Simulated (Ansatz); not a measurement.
Computed properties of Gd

Gd:
```
Gd
1.0
   -2.02551     2.02551     2.02551
    2.02551    -2.02551     2.02551
    2.02551     2.02551    -2.02551
Gd
1
Direct
  0.00000   0.00000   0.00000
```
The run is spin-polarised; directions of the spins, atom by atom: ↑.

Space group Im-3m (No. 229), bcc (W type); conventional cell a = 4.051 Å, b = 4.051 Å, c = 4.051 Å, α = 90.00°, β = 90.00°, γ = 90.00°.

Method: r²SCAN+D4 in the plane-wave PAW code Ansatz. Geometry: relaxed at this level of theory. Other levels are named where they apply.

### Cell and energy

```
Item                 Result
---------------  ----------
Volume per atom    33.24 Å³
Density          7.86 g/cm³
```

### Electronic structure

```
Item                                                                       Result
------------------------------------  -------------------------------------------
Electronic character                                            metallic (no gap)
Density of states at the Fermi level  1.5 states/eV per atom (mean over ±0.08 eV)
```

### Magnetism

```
Property                   Value
--------------  ----------------
Magnetic order     ferromagnetic
Net moment      8.00 μB per atom
```

### Mechanics

```
Property                               Value
----------------------------------  --------
Bulk modulus (Birch–Murnaghan fit)  32.6 GPa
Pressure derivative B′                   3.3
```

The workflow started from an entry of the Crystallography Open Database (COD), which files this formula under 2 space groups. It is not the phase usual at ambient conditions (space group No. 194). Symmetry was held in the r²SCAN+D4 relaxation; its stability against distortions is not shown here. Spin order of the final state: ferromagnetic, chosen from 3 collinear starts compared on coarse meshes (ties went to the first, and starts can fall back to one state), not a proven ground state. Caveat: open 4f shells can settle in a state that is not the lowest. Other orbital occupations within this spin state were not tried. No Hubbard U is applied. The pairwise dispersion correction was not fitted to metals. Scalar-relativistic: spin–orbit coupling is off unless named, which matters more the heavier the elements.

Potentials: the later of the program's two PAW sets.
